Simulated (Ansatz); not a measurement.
# Notes on MgW

```
CELL_PARAMETERS angstrom
4.83135 0.03580 -5.03949
0.02753 5.85326 -0.01516
4.79562 0.00972 4.95005
ATOMIC_POSITIONS crystal
W 0.35546 0.19171 0.62972
W 0.86306 0.13448 0.16987
W 0.14126 0.79771 0.87857
W 0.61556 0.79595 0.35280
Mg 0.15112 0.65795 0.38234
Mg 0.63518 0.75625 0.89789
Mg 0.37250 0.35011 0.13195
Mg 0.89443 0.34010 0.60134
```

Single point in Ansatz 0.2.0 with m-r2SCAN, no spin polarisation. Cutoff 500 eV, PAW datasets, 3×3×3 (shifted by 0, 0.5, 0.5 steps) k mesh, fermi-dirac filling (width 0.1 eV).

Q: Metal or insulator?

A: It is a metal, with about 12 states/eV a cell as the mean within 0.25 eV of the Fermi level, mostly W d (83 %).

Q: What do density and ELF say about some of the short contacts?

A: W–W at 2.95 Å: least valence density 0.38 e/Å³ and ELF 0.60 there. Mg–Mg at 2.96 Å: least valence density 0.10 e/Å³ and ELF 0.56 there. W–Mg at 3.15 Å: least valence density 0.12 e/Å³ and ELF 0.16 there. Both are smooth PAW fields, read partly inside the augmentation spheres.

Q: What does the stress say?

A: The pressure is -19.6 GPa (compression positive), so with the atoms held at these fractions the cell would first shrink; the forces are large, so a full relaxation may end otherwise. The principal stresses -23.0, -20.3, -15.5 GPa differ, so its shape would change too.

Q: Where is the largest force?

A: The largest is on W2: 3.63 eV/Å, components (-0.48, -3.38, 1.25). It makes 27° with the line to a nearest neighbour, W4 at 2.95 Å, pointing towards it.

Origin: a strained cell with displaced atoms, so it need not be a known compound. Caveats: many states at the Fermi level without spin polarisation, so a magnetic state may lie lower; the k mesh is coarse if the cell is a metal; atoms or cell far from equilibrium; m-r2SCAN is r2SCAN with a changed spin dependence that lowers moments.
